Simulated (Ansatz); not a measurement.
Data:

Ta:
Space group Im-3m (No. 229); a = b = c = 3.281 Å, α = β = γ = 90.00°

| atom | site | symmetry | x | y | z |
|---|---|---|---|---|---|
| Ta | 2a | m-3m | 0.0000 | 0.0000 | 0.0000 |
(The calculation used a cell of 1 atom; values per cell refer to that cell.)

This is the PBEsol-relaxed structure.

**Question.** All from PBEsol in the plane-wave PAW code Ansatz, unless another level is named. Estimate the Young's modulus.

**Answer.** 184 GPa.

**Question.** And the elastic constants (relaxed ions, GPa)?

**Answer.** C11 = 286, C12 = 168, C44 = 74.7.

The cell was relaxed with PBEsol under the symmetry of its start. The run is not spin-polarised. As this level gives no gap, shear constants depend on the k-mesh and smearing (Fermi–Dirac, 0.1 eV here). Scalar-relativistic: spin–orbit coupling is off unless named, which matters more the heavier the elements.

Potentials: the earlier of the program's two PAW sets.
